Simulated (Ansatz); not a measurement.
## Zone-centre phonons of HfSi: input and output

Theory: DFT PBEsol, scalar-relativistic, plane waves, PAW in Ansatz 0.2.0.

Launched with:
```bash
ansatz run input.yaml --threads 4 --pin off --max-ram 12288MiB --backend cpu --events-out ev --progress --plain --runs-dir out
```

Input (bare energies are in eV):
```yaml
crystal:
  lattice:
    - [0.0, 2.65, 2.65]
    - [2.65, 0.0, 2.65]
    - [2.65, 2.65, 0.0]
  atoms:
    - { symbol: Hf, position: [0.0, 0.0, 0.0] }
    - { symbol: Si, position: [0.5, 0.5, 0.5] }
basis:
  ecutwfc: 420
kpoints:
  mp_grid: { grid: [10, 10, 10] }
hamiltonian:
  xc: pbesol
scf:
  occupations: { method: fermi_dirac, width: 0.15 }
output:
  eigenvalues: true
phonons:
  method: dfpt
  eigenvectors: true
```

Results section of the output:
```
--- Phonons (Γ-DFPT): 2 representative perturbations + reference, on 102 of 1000 k-points (Σ response iterations 6) ---
  k mesh reduced under 8 symmetry operations, with k and −k counted as one. Each operation leaves every solved perturbation unchanged. A smaller set is not used because it would not reduce the number of displacements ...
  ASR residual: 3.279e-4 → 0.000e0 eV/Å²; symmetrization residual: 1.196e-7 eV/Å²
  ASR residual per site (eV/Å²): 3.28e-4 1.65e-5
  Γ frequencies (cm⁻¹): 0.00 0.00 0.00 349.48 349.48 349.48
  non-analytic LO–TO correction: not included (Born effective charges unavailable; polar crystals: no LO–TO splitting at Γ)
```

The run took 10 s on 4 threads of Intel(R) Xeon(R) Platinum 8259CL CPU @ 2.50GHz (Skylake/Cascade Lake), on a shared host, peak memory 0.61 GiB.

The cell is the ideal cubic rocksalt prototype; whether it is the stable structure of this composition wasn't checked. In a metal, frequencies and elastic constants depend on the k mesh and the smearing, soft modes and shear constants most. Spin–orbit coupling is left out, which can shift energies with elements as heavy as these.